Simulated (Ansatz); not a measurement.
Cl:
```cif
data_Cl4
_chemical_formula_sum 'Cl4'
_space_group_name_H-M_alt 'P 1'
_space_group_IT_number 1
_cell_length_a 3.87329
_cell_length_b 3.87329
_cell_length_c 8.09142
_cell_angle_alpha 90.000
_cell_angle_beta 90.000
_cell_angle_gamma 63.426
loop_
_space_group_symop_operation_xyz
  'x, y, z'
loop_
_atom_site_label
_atom_site_type_symbol
_atom_site_fract_x
_atom_site_fract_y
_atom_site_fract_z
_atom_site_occupancy
Cl1 Cl 0.87555 0.12445 0.60888 1
Cl2 Cl 0.12445 0.87555 0.39112 1
Cl3 Cl 0.62445 0.37555 0.10888 1
Cl4 Cl 0.37555 0.62445 0.89112 1
```

Relaxed with PBE+D3(BJ).

Problem. Which orbitals make up the states near the band edges in PBE+D3(BJ) in the plane-wave PAW code Ansatz?

Solution. Top 1 eV of the valence band: Cl 3p 99 %. Bottom 1 eV of the conduction band: Cl 3p 92 %. Projections are on Löwdin-orthogonalised atomic valence shells; empty p or d shells of many metals are not among them.

Problem. Tabulate the density of states.

Solution. States/eV per cell of 4 atoms, in 0.25 eV bins, energy from the valence-band maximum.

```
E (eV)  total  Cl 3p  Cl 3s
------  -----  -----  -----
-7.85    0.00   0.00   0.00
-7.60    0.00   0.00   0.00
-7.35    0.00   0.00   0.00
-7.10    0.00   0.00   0.00
-6.85    0.00   0.00   0.00
-6.60    0.00   0.00   0.00
-6.35    0.00   0.00   0.00
-6.10    0.00   0.00   0.00
-5.85    0.00   0.00   0.00
-5.60    2.22   2.06   0.14
-5.35    5.38   4.92   0.39
-5.10    3.50   3.16   0.30
-4.85    2.78   2.47   0.27
-4.60    1.70   1.49   0.18
-4.35    0.42   0.36   0.05
-4.10    0.02   0.02   0.00
-3.85    0.65   0.65   0.00
-3.60    3.60   3.55   0.03
-3.35    6.05   5.92   0.08
-3.10    4.21   4.13   0.04
-2.85    5.91   5.82   0.04
-2.60    8.65   8.53   0.04
-2.35    2.91   2.87   0.01
-2.10    0.01   0.01   0.00
-1.85    0.00   0.00   0.00
-1.60    0.00   0.00   0.00
-1.35    0.25   0.25   0.00
-1.10    2.16   2.14   0.01
-0.85    6.43   6.34   0.05
-0.60    7.07   6.99   0.05
-0.35   10.63  10.54   0.04
-0.10    5.46   5.43   0.01
0.15     0.00   0.00   0.00
0.40     0.00   0.00   0.00
0.65     0.00   0.00   0.00
0.90     0.00   0.00   0.00
1.15     0.00   0.00   0.00
1.40     0.00   0.00   0.00
1.65     0.00   0.00   0.00
1.90     0.00   0.00   0.00
2.15     0.39   0.35   0.03
2.40     3.65   3.32   0.23
2.65     6.65   6.12   0.32
2.90     5.30   4.93   0.20
3.15     0.01   0.01   0.00
3.40     0.00   0.00   0.00
3.65     0.00   0.00   0.00
3.90     0.00   0.00   0.00
4.15     0.00   0.00   0.00
4.40     0.00   0.00   0.00
4.65     0.00   0.00   0.00
4.90     0.00   0.00   0.00
5.15     0.00   0.00   0.00
5.40     0.00   0.00   0.00
5.65     0.00   0.00   0.00
5.90     0.00   0.00   0.00
6.15     0.00   0.00   0.00
6.40     0.00   0.00   0.00
6.65     0.00   0.00   0.00
6.90     0.05   0.00   0.00
```

Space group Cmce (molecular I2 type). Symmetry was held in the PBE+D3(BJ) relaxation. The substance is a gas or liquid at ambient conditions; this is its low-temperature solid.

Potentials: the earlier of the program's two PAW sets.
